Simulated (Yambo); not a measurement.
**Optical response of TaRh3**

```xyz
4
Lattice="3.8698 0.0000 0.0000 0.0000 3.8698 0.0000 0.0000 0.0000 3.8698" Properties=species:S:1:pos:R:3 pbc="T T T"
Rh     0.0000     1.9349     1.9349
Rh     1.9349     0.0000     1.9349
Rh     1.9349     1.9349     0.0000
Ta     0.0000     0.0000     0.0000
```

Yambo, RPA with local fields on PBEsol bands; 8×8×8 mesh, 98 bands, 4 Ry local-field block, 0.25 eV broadening; field along x.

```csv
E (eV),Im ε,"Im ε, independent particles"
0.6,26.8,27.0
1.2,27.4,27.7
1.9,35.1,35.9
2.5,30.5,32.1
3.1,31.5,32.7
3.8,20.5,21.2
4.4,14.0,14.4
5.0,10.1,10.2
5.6,6.78,6.55
6.2,5.31,5.16
6.9,4.48,4.26
7.5,4.29,4.10
8.1,2.74,2.63
8.8,2.21,2.13
9.4,1.82,1.71
10.0,2.08,1.99
10.6,2.64,2.60
11.2,2.93,2.90
11.9,2.89,2.85
12.5,2.33,2.31
13.1,2.23,2.22
13.8,2.30,2.32
14.4,1.89,1.96
15.0,1.90,2.03
15.6,1.80,1.96
16.2,1.76,1.97
16.9,1.82,2.20
17.5,2.23,2.73
18.1,2.81,3.45
18.8,2.68,3.10
19.4,2.56,2.87
20.0,2.11,2.29
```

Only interband transitions are included: the Drude term is missing, so nothing below about 0.6 eV and no real part is shown. Structure narrower than a few tenths of an eV can come from the finite k mesh.

Spin-orbit coupling is left out; for elements this heavy it splits bands near the Fermi level.

Geometry of the Materials Project entry, not relaxed at this level.
